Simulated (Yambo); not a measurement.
Quantum ESPRESSO input (PBEsol, PseudoDojo standard norm-conserving files, scalar-relativistic) whose wavefunctions are converted with p2y:

```
&CONTROL
  calculation = 'nscf'
  pseudo_dir = './pseudo'
  outdir = './out'
/
&SYSTEM
  ibrav = 0
  nat = 6
  ntyp = 3
  ecutwfc = 72.0
  ecutrho = 288.0
  occupations = 'fixed'
  force_symmorphic = .true.
  nbnd = 215
/
&ELECTRONS
  conv_thr = 6.000000000000001e-09
  diago_full_acc = .true.
  diago_thr_init = 1e-08
/
ATOMIC_SPECIES
H 1.0080 H.upf
Sr 87.6200 Sr.upf
I 126.9045 I.upf
CELL_PARAMETERS angstrom
  4.242730017000   0.000000000000   0.000000000000
 -2.121365008000   3.674311976000   0.000000000000
  0.000000000000   0.000000000000   7.682750000000
ATOMIC_POSITIONS crystal
H   0.000000000000   0.000000000000   0.500000000000
H   0.666666667000   0.333333333000   0.357250000000
H   0.333333333000   0.666666667000   0.642750000000
Sr   0.666666667000   0.333333333000   0.678660000000
Sr   0.333333333000   0.666666667000   0.321340000000
I   0.000000000000   0.000000000000   0.000000000000
K_POINTS automatic
3 3 1 0 0 0
```

Yambo's initialisation report on symmetry, reciprocal space, the k grid and the gaps on this mesh:

```
  [02.02] Symmetries
  ==================

  Inversion symmetry    : yes
  Spatial inversion     : yes
  Inversion index       :   7
  K-space Time-reversal : no
  Magnetic symmetries   : no
  Group table correct   : yes
  Symmetries units      :  [cc]

  [02.03] Reciprocal space
  ========================

  nG shells         :  3022
  nG charge         :   66871
  nG WFs            :   9841
  nC WFs            :   8403
  G-vecs. in first 80 shells:  [ Number ]
     1    3    5   11   23   35   37   43   55
    67   69   81   87   99  111  123  135  137
   149  161  173  185  209  221  245  247  259
    265   289   301   313   325   337   361   373   375
    387   393   405   417   429   441   465   477   489
    513   537   549   561   563   575   599   611   635
    647   659   665   677   701   713   725   737   749
    761   785   787   799   823   835   859   871   883
    907   919   931   943   967   991  1015  1027
  ...
  Shell energy in first 80 shells:  [ mHa ]
    0.00000      93.6480      374.592      409.430      503.078      784.022      842.832      1228.29      1252.26
    1321.94      1498.37      1602.88      1637.72      1731.37      1907.80      2012.31      2071.12      2341.20
    2480.55      2726.66      2750.63      2866.01      2959.66      3136.09      3240.60      3371.33      3569.49
    3684.87      3708.84      3778.52      3780.76      3978.92      4059.46      4364.38      4527.70      4588.75
    4599.62      4913.16      4998.18      5006.81      5009.05      5183.24      5207.21      5287.76      5322.59
    5416.24      5697.19      5756.00      5817.04      5993.47      6026.07      6165.43      6226.47      6237.34
    6402.90      6411.53      6550.88      6644.53      6820.96      6925.48      7056.20      7221.76      7254.36
    7393.72      7454.76      7585.49      7631.19      7663.79      7779.18      7872.82      7994.92      8049.25
    8153.77      8273.63      8284.49      8598.04      8622.01      8691.68      8693.92      8813.78
  ...

  [02.04] K-grid lattice
  ======================

  Compatible Grid is   : 2D
  Base K vectors       :  K_min[ 1 ]  K_min[ 2 ]  K_min[ 3 ]
  K_min[ 1 ] : -0.333333  0.333333  0.000000 [rlu]
  K_min[ 2 ] :  0.000000  0.333333  0.000000 [rlu]
  Grid dimensions      :  3  3
  K lattice UC volume  :  0.034101 [a.u.]

  IBZ K-points                                      :  3
  BZ  K-points                                      :   9

  K/Q-points units:
  rlu = crystal or reduced units; cc = cartesian coordinates; iku = interal k-units

  K [1]          [rlu]:  0.000000  0.000000  0.000000
         WF components:   8403
  K [2]          [rlu]:  0.000000  0.333333  0.000000
         WF components:   8325
  K [3]          [rlu]:  0.333333  0.333333  0.000000
         WF components:   8319

  [02.05] Energies & Occupations
  ==============================

  [X] === General ===
  [X] Electronic Temperature                        :  0.000000  0.000000 [eV K]
  [X] Bosonic    Temperature                        :  0.000000  0.000000 [eV K]
  [X] Finite Temperature mode                       : no
  [X] El. density                                   :  0.25049E+24 [cm-3]
  [X] Fermi Level                                   :  6.425695 [eV]

  [X] === Gaps and Widths ===
  [X] Conduction Band Min                           :  2.100163 [eV]
  [X] Valence Band Max                              :  0.000000 [eV]
  [X] Filled Bands                                  :  15
  [X] Empty Bands                                   :   16  215
  [X] Direct Gap                                    :  2.788260 [eV]
  [X] Direct Gap localized at k                     :  1
  [X] Indirect Gap                                  :  2.100163 [eV]
  [X] Indirect Gap between kpts                     :  1  3
  [X] Last valence band width                       :  2.516635 [eV]
  [X] 1st conduction band width                     :  0.777452 [eV]
```
The gaps are PBEsol values on this mesh alone; only operations without fractional translations are kept.

Spin-orbit coupling is not included.

Geometry of the Materials Project entry, not relaxed at this level.
